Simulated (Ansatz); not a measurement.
Relaxing a structure of AlRu

The start is a generated cell, AlRu placed in the B19 structure type. Cell shape, volume and atoms are optimised at zero target pressure with PBE (plane waves to 420 eV, PAW, scalar-relativistic; Ansatz, a quantum-chemistry and plane-wave program). First-step values are on the input's coarse k-mesh.

Ansatz input (later rounds restart from its end on a renewed k-mesh):
Ansatz 0.2 input:
```yaml
crystal:
  lattice:
    - [4.14624, 0, 0]
    - [0, 2.744686, 0]
    - [0, 0, 4.233178]
  atoms:
    - { symbol: Al, position: [0.75, 0.5, 0.3125] }
    - { symbol: Al, position: [0.25, 0.5, 0.6875] }
    - { symbol: Ru, position: [0.75, 0, 0.8125] }
    - { symbol: Ru, position: [0.25, 0, 0.1875] }
basis: { ecutwfc: 420, ecutrho_ratio: 4, xc_grid: 2, fft_grid_basis: typed }
kpoints: { mp_grid: { grid: [8, 12, 8] } }
hamiltonian:
  xc: pbe
  dispersion: none
  pseudopotentials: { kind: paw }
scf: { occupations: { method: fermi_dirac, width: 0.05 } }
relax: { f_tol: 0.01, max_steps: 100, cell: { stress_tol: 0.02 } }
output: { forces: true, stress: true }
```

```yaml
initial_pressure: "+36.1 GPa (positive: the cell is compressed)"
largest_initial_force: 1.89 eV/Å, on Ru3, Ru4 (atoms numbered as listed)
outcome: The space group goes from Pmma (No. 51) to Pm-3m (No. 221); the end is CsCl type, with 2 atoms in the primitive cell
energy_released: 0.31 eV/atom
volume_change: +12.5 %, from 12.04 to 13.55 Å³/atom
band_gap_at_the_end: no gap (metallic)
optimiser_moves: 11
```

The end point of the relaxation:

```cif
data_AlRu
_chemical_formula_sum 'Al1 Ru1'
_space_group_name_H-M_alt 'Pm-3m'
_space_group_IT_number 221
_space_group_name_Hall '-P 4 2 3'
_cell_length_a 3.00370
_cell_length_b 3.00370
_cell_length_c 3.00370
_cell_angle_alpha 90.000
_cell_angle_beta 90.000
_cell_angle_gamma 90.000
loop_
_atom_site_label
_atom_site_type_symbol
_atom_site_symmetry_multiplicity
_atom_site_Wyckoff_symbol
_atom_site_fract_x
_atom_site_fract_y
_atom_site_fract_z
_atom_site_occupancy
Al1 Al 1 a 0.00000 0.00000 0.00000 1
Ru1 Ru 1 b 0.50000 0.50000 0.50000 1
```

Final values are on a 15×15×15 k-mesh of the relaxed cell. No spin polarisation in the result.

The run could not lose the symmetry of its start; a randomly shaken copy of 4 atoms returns to this structure.
